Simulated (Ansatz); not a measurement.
# Ansatz 0.2.0, settings compared: LaSb

The command:

```bash
ansatz run input.yaml --threads 1 --pin off --max-ram 2560MiB --backend cpu --events-out ev --progress --plain --runs-dir out
```

Input:

```yaml
crystal:
  lattice:
    - [0.0, 3.24488359, 3.24488359]
    - [3.24488359, 0.0, 3.24488359]
    - [3.24488359, 3.24488359, 0.0]
  atoms:
    - { symbol: La, position: [0.0, 0.0, 0.0] }
    - { symbol: Sb, position: [0.5, 0.5, 0.5] }
  symmetry: { tolerance: 0.0003 }
kpoints:
  mp_grid: { grid: [5, 5, 5], shift: [0, 0, 0] }
magnetization:
  spin_polarized: false
scf:
  occupations: { method: fermi_dirac, width: 0.1356 }
hamiltonian:
  pseudopotentials: { kind: paw }
  xc: r2scan
basis:
  ecutwfc: 500
output:
  forces: true
  stress: true
  eigenvalues: true
```

Origin of the cell: a database entry, scaled a little.

Output of this run (shortened):

```
SCF iter   1: F=—  HF=-12766.829164 eV  Δρ=8.26e-3  dr2=8.98e-2  dr2_τ=4.78e-3
SCF iter   2: F=—  HF=-12766.858004 eV  Δρ=4.48e-3  dr2=3.05e-2  dr2_τ=4.81e-4
SCF iter   3: F=—  HF=-12766.850344 eV  Δρ=8.66e-4  dr2=5.50e-4  dr2_τ=5.98e-5
SCF iter   4: F=—  HF=-12766.850526 eV  Δρ=2.64e-4  dr2=4.11e-5  dr2_τ=2.61e-6
SCF iter   5: F=—  HF=-12766.850551 eV  Δρ=1.04e-4  dr2=7.10e-6  dr2_τ=1.31e-7
SCF iter   6: F=—  HF=-12766.850558 eV  Δρ=2.05e-5  dr2=5.65e-7  dr2_τ=4.33e-9
SCF iter   7: F=-12766.850558 eV  HF=-12766.850558 eV  Δρ=3.91e-6  dr2=1.53e-8  dr2_τ=8.33e-11
SCF 1 converged in 7 iterations: F = -12766.850558 eV  dr2 = 1.53e-8
SCF converged after 7 iterations
Free energy (F): -12766.850558 eV
Harris-Foulkes:  -12766.850558 eV  (|F-HF|=1.47e-8)
Internal energy: -12766.825774 eV  (E = F + TS)
E sigma→0 (E₀):  -12766.838166 eV
Entropy (-TS):   -0.024785 eV (-12.392 meV/atom)
Fermi energy:    9.688476 eV
--- Per-component energies (eV) ---
  E_band       = -227.868088
  E_kinetic    = 398.942660
  E_local      = -2065.097748  (includes V_loc(G=0)·N_el)
  E_nonlocal   = 458.235597
  E_hartree    = 900.809416
  E_xc         = -260.101455
  E_vxc        = -263.521390  (∫ρ·V_xc dr)
  E_paw        = -10041.302594  (= ΣΔE_a)
  E_vpaw       = -572.906804  (= ΣTr[D̂ρ^β])
  E_aug_tail   = -0.000001  (compensation charges beyond the density's cutoff)
  E_vtau       = 14.857815  (kinetic-family band-sum trace: ∫τ·v_τ [+ j·A + Jᵃ·Aᵃ] dr)
  E_ewald      = -2158.886197
  E_core_change = 0.574549  (= ΣΔE_core)
  E_smearing   = -0.024785  (= −TS)
  Σ components = -12766.850558   (vs F -12766.850558, Δ=0.00e0)
--- Forces (eV/Å), atoms counted from 1 ---
  atom   1  La    -0.000000     0.000000     0.000000
  atom   2  Sb     0.000000     0.000000     0.000000
  max |Σ_I F_I| component: 0.0 eV/Å
--- Stress (GPa, compression-positive) ---
        1.998924       0.000000      -0.000000
       -0.000000       1.998924      -0.000000
        0.000000      -0.000000       1.998924
  P = ⅓ Tr σ = 1.9989 GPa (19.989 kbar)
```

The same input was run again with these changes:

1. `scf.occupations.method` fermi_dirac → gaussian; `scf.occupations.width` 0.1356 → 0.01; `basis.ecutrho_ratio` default → 6; `magnetization` { spin_polarized: false } → { spin_polarized: true } (starts: random); typed moments: La1 0.5, Sb2 1
2. `accuracy` default → low; `scf.lower_state_search` default → "off"
3. `scf.lower_state_search` default → standard
4. `scf.mixing.algorithm` default → msr1; `scf.mixing.beta` default → 0.5; `scf.mixing.ndim` default → 2

```
 run        end  SCF iterations  P (GPa)  max force component (eV/Å)  moment (μB)  ΔE(σ→0) (meV/atom)
base  converged               7     2.00                       0.000            –                   0
   1  converged              13     2.01                       0.000         0.05                0.64
   2  converged               7     2.00                       0.000            –                0.00
   3  converged               7     2.00                       0.000            –                0.00
   4  converged               8     2.00                       0.000            –                0.00
```

Energies are compared only where functional, datasets, charge and starting cell are the same.

Caveats of the base run: no spin-orbit coupling, though heavy elements are present; the k mesh is coarse if the cell is a metal.

Run 1: a starting moment was lost.

Time of the base run: 2 s of wall time on 1 CPU thread(s) of a shared host, from the program's own first density.
